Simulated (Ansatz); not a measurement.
# Na8MgCo2O8, one structure, two calculations

Cell: a computed structure from the Materials Project (it need not be an observed phase).

```
Na Mg Co O
1.0
     5.73918    0.00000    0.00000
     1.99583    5.45088    0.00000
     2.32796    0.10278    8.47218
Na Mg Co O
8 1 2 8
Direct
  0.10795 0.97351 0.65721
  0.22540 0.54335 0.17807
  0.65602 0.50756 0.55038
  0.81628 0.43006 0.21997
  0.79918 0.99641 0.43944
  0.96129 0.47064 0.84136
  0.56400 0.90302 0.80845
  0.38755 0.97744 0.23938
  0.42529 0.35504 0.86929
  0.00016 0.99113 0.01004
  0.19684 0.44564 0.50803
  0.27721 0.70661 0.90655
  0.90109 0.69259 0.62136
  0.39089 0.26525 0.66117
  0.05939 0.25552 0.42172
  0.41299 0.58577 0.36615
  0.18197 0.21198 0.02680
  0.83987 0.86553 0.18870
  0.77587 0.17083 0.88310
```

Atom numbers follow the list; atoms alike are taken as one site, whose name carries the number of the first.

First run. Method: Kohn–Sham DFT in Ansatz, PBE, plane waves and PAW, scalar-relativistic, collinear spin, 420 eV cutoff, Γ-centred 4×4×3 k-points, Fermi–Dirac smearing 0.02 eV. Start moments as typed (μB): 4 on each Co, none on the rest. The program fits them to the shells of the files, so those used differ somewhat.

```
site  atom  V_zz (10²¹ V/m²)     η  m (μB)
 Na3     3             -2.33  0.04    0.00
 Na6     6             -2.22  0.87    0.00
 Na7     7             -1.91  0.64    0.00
  Mg     9             -1.29  0.53    0.01
Co10    10             11.58  0.79    2.56
Co11    11             12.27  0.65   -2.60
 O12    12              4.57  0.46    0.16
 O13    13              4.21  0.61   -0.22
 O14    14              4.04  0.41   -0.17
 O15    15              3.42  0.35   -0.25
 O16    16              2.90  0.28   -0.26
 O17    17              4.28  0.50    0.17
 O18    18              2.69  0.80    0.28
 O19    19              3.98  0.25    0.19
```

Second run. The same atoms and settings, except that the mesh is 7×6×4 and the Fermi–Dirac smearing is 0.05 eV.

Q: Given the first result, estimate the second.

A: 

```csv
site,atom,V_zz,η,change of V_zz,m (μB)
Na3,3,-2.33,0.04,0.00,0.00
Na6,6,-2.21,0.88,+0.01,0.00
Na7,7,-1.91,0.64,0.00,0.00
Mg,9,-1.31,0.51,-0.02,0.01
Co10,10,8.53,0.90,-3.05,2.56
Co11,11,6.78,0.91,-5.49,-2.60
O12,12,4.49,0.40,-0.08,0.16
O13,13,4.13,0.37,-0.08,-0.23
O14,14,4.02,0.30,-0.02,-0.18
O15,15,3.45,0.31,+0.03,-0.25
O16,16,2.91,0.11,+0.01,-0.26
O17,17,4.28,0.42,0.00,0.17
O18,18,2.71,0.63,+0.02,0.28
O19,19,3.98,0.21,0.00,0.19
```

The largest change of V_zz is on Co11, from 12.27 to 6.78. In per cent, |V_zz| changes by 0 on Na, -45 to -26 on Co, -2 to +1 on O (all sites that start above 2). Where |V_zz| stays above 0.1, η moves most on Co11, from 0.65 to 0.91. The table leaves out 5 of the 19 sites, with |V_zz| up to 2.46; their tensors move by 0.02 at most along any direction. The statements above cover all sites.

The moments were started parallel, and the run ended with some of them reversed. The program didn't check the stability of this electronic state in full, so a lower one may lie near. Semilocal functionals can leave a metal where correlation in the d or f shell opens a gap in the real compound, and that would change the values at and beside Co. With these PAW files V_zz is typically within 2 to 3 % of all-electron values, but misses above 10 % occur on Co. The run lost part of its start moments, as the program notes; a state with other moments may lie lower. The magnetic order is the one that the run reached from its start moments, not necessarily the measured one.
For the second run: The largest force is 0.3 eV/Å, so the atoms aren't at the calculated equilibrium and relaxing them would move these values.
